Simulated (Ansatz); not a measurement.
Relaxed-ion elastic tensor of Sr (bcc (W type), Im-3m) in GPa (Voigt order), DFT-PBEsol in the program Ansatz with PAW potentials; density 2.86 g/cm³, 50.92 Å³ per atom.

```
      1     2     3     4     5     6
-  ----  ----  ----  ----  ----  ----
1  14.6  11.3  11.3   0.0   0.0   0.0
2  11.3  14.6  11.3   0.0   0.0   0.0
3  11.3  11.3  14.6   0.0   0.0   0.0
4   0.0   0.0   0.0  14.6   0.0   0.0
5   0.0   0.0   0.0   0.0  14.6   0.0
6   0.0   0.0   0.0   0.0   0.0  14.6
```

Question: Is the crystal mechanically stable?

Answer: Yes: the smallest eigenvalue of C is 3.2 GPa.

Question: Work out the Voigt, Reuss and Hill averages.

Answer: K_V = 12.4, K_R = 12.4, K_H = 12.4; G_V = 9.4, G_R = 3.5, G_H = 6.4 GPa.

Question: Give Young's modulus, Poisson's ratio, Pugh's ratio and the universal anisotropy index.

Answer: E = 9KG/(3K + G) = 16.4 GPa; ν = 0.28; K/G = 1.93 (ductile by the Pugh limit of 1.75); A_U = 5G_V/G_R + K_V/K_R − 6 = 8.59.

Question: Estimate the sound speeds and the Debye temperature.

Answer: v_l = √((K + 4G/3)/ρ) = 2710 m/s, v_t = √(G/ρ) = 1500 m/s, mean 1670 m/s; Θ = (h/k)(3n/4πV)^(1/3) v_m = 134 K.

Question: Give the Zener ratio and Young's modulus along [100], [110] and [111].

Answer: A = 2C44/(C11 − C12) = 9.05; 1/E = S11 − 2(S11 − S12 − S44/2)Γ with Γ = 0, 1/4, 1/3 gives 4.6, 12.8, 31.4 GPa.

Question: Solve the Christoffel equation for the three sound speeds along [100], [110], [111].

Answer: Eigenvalues of C_ijkl n_j n_l equal ρv². In km/s, slowest first: [100] 2.26, 2.26, 2.26; [110] 0.75, 2.26, 3.10; [111] 1.44, 1.44, 3.34.

This is a known high-temperature phase of the composition, computed here at zero pressure and temperature. The PBEsol relaxation kept the symmetry of its start; its stability against distortions is not shown here. As this level gives no gap, shear constants depend on the k-mesh and smearing (Fermi–Dirac, 0.1 eV here).

Potentials: the earlier of the program's two PAW sets. The files were generated under PBE; for other functionals the program regenerates the frozen cores, and for LDA and PBEsol the local potential too.
